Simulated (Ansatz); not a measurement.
Here is the system:

InGaAs$_{2}$:
```cif
data_As2GaIn
_chemical_formula_sum 'In1 Ga1 As2'
_space_group_name_H-M_alt 'P-4m2'
_space_group_IT_number 115
_space_group_name_Hall 'P -4 -2'
_cell_length_a 4.14315
_cell_length_b 4.14315
_cell_length_c 5.90468
_cell_angle_alpha 90.000
_cell_angle_beta 90.000
_cell_angle_gamma 90.000
loop_
_atom_site_label
_atom_site_type_symbol
_atom_site_symmetry_multiplicity
_atom_site_Wyckoff_symbol
_atom_site_fract_x
_atom_site_fract_y
_atom_site_fract_z
_atom_site_occupancy
In1 In 1 d 0.00000 0.00000 0.50000 1
Ga1 Ga 1 b 0.50000 0.50000 0.00000 1
As1 As 2 g 0.00000 0.50000 0.23026 1
```

This is the PBEsol-relaxed structure.

Problem. All from DFT-PBEsol in the program Ansatz with PAW potentials, unless another level is named. Estimate the electronic character.

Solution. no gap, with almost no states at the Fermi level (zero-gap or semimetallic).

Problem. And the HSE06 gap on the PBEsol cell?

Solution. 0.69 eV (a hybrid on a coarse mesh can open a false gap in a semimetal).

Problem. Give the gap with spin–orbit coupling.

Solution. none (metallic).

The first step of the workflow began from a Materials Project structure, measured or hypothetical; the Crystallography Open Database copy checked does not list it. With In and Ga taken as one species the cell has the higher symmetry F-43m, so it may be an ordered model of a mixed-site phase. Whether it is the stable phase at ambient conditions was not checked. The PBEsol relaxation kept the symmetry of its start; its stability against distortions is not shown here. Spin–orbit coupling is left out wherever it is not named.

Potentials: the later of the program's two PAW sets.
